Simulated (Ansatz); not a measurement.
Piezoelectric tensor of Mg₅ZnO₆

Theory: DFT PBE, scalar-relativistic, plane waves, PAW (Ansatz). Settings: 420 eV plane-wave cutoff, Γ-centred 8×8×2 mesh, fixed occupations. No spin polarisation.

The cell, relaxed at this level:
```xyz
12
Lattice="3.2684 0.0000 0.0000 0.0000 3.2684 0.0000 0.0000 0.0000 13.7727" Properties=species:S:1:pos:R:3 pbc="T T T"
Mg    0.0000    0.0000    0.0000
Mg    1.6342    1.6342    2.2993
Mg    0.0000    0.0000    4.5998
Mg    0.0000    0.0000    9.1729
Mg    1.6342    1.6342   11.4734
Zn    1.6342    1.6342    6.8864
O     1.6342    0.0000    1.1496
O     0.0000    1.6342    3.4492
O     1.6342    0.0000    5.7243
O     0.0000    1.6342    8.0485
O     1.6342    0.0000   10.3235
O     0.0000    1.6342   12.6231
```

The structure comes from a generated guess, relaxed at this level; another structure or a mixture of phases may lie lower.

Task: Give the relaxed-ion proper piezoelectric stress tensor e_iJ (C/m², Voigt columns xx yy zz yz xz xy).

Result:
```
x    0.00  0.00  0.00  0.00  0.70  0.00
y    0.00  0.00  0.00 -0.70  0.00  0.00
z    0.71 -0.71  0.00  0.00  0.00  0.00
```
Signs follow the orientation of the cell as given.

Task: With the elastic constants (GPa, Voigt order)
```
202.1  46.7 102.3   0.0   0.0   0.0
 46.7 202.1 102.3   0.0   0.0   0.0
102.3 102.3 141.8   0.0   0.0   0.0
  0.0   0.0   0.0  77.0   0.0   0.0
  0.0   0.0   0.0   0.0  77.0   0.0
  0.0   0.0   0.0   0.0   0.0  21.9
```
find the strain coefficients d = e·C⁻¹ (pC/N).

Result:
```
x    0.0  0.0  0.0  0.0  9.0  0.0
y    0.0  0.0  0.0 -9.0  0.0  0.0
z    4.6 -4.6  0.0  0.0  0.0  0.0
```
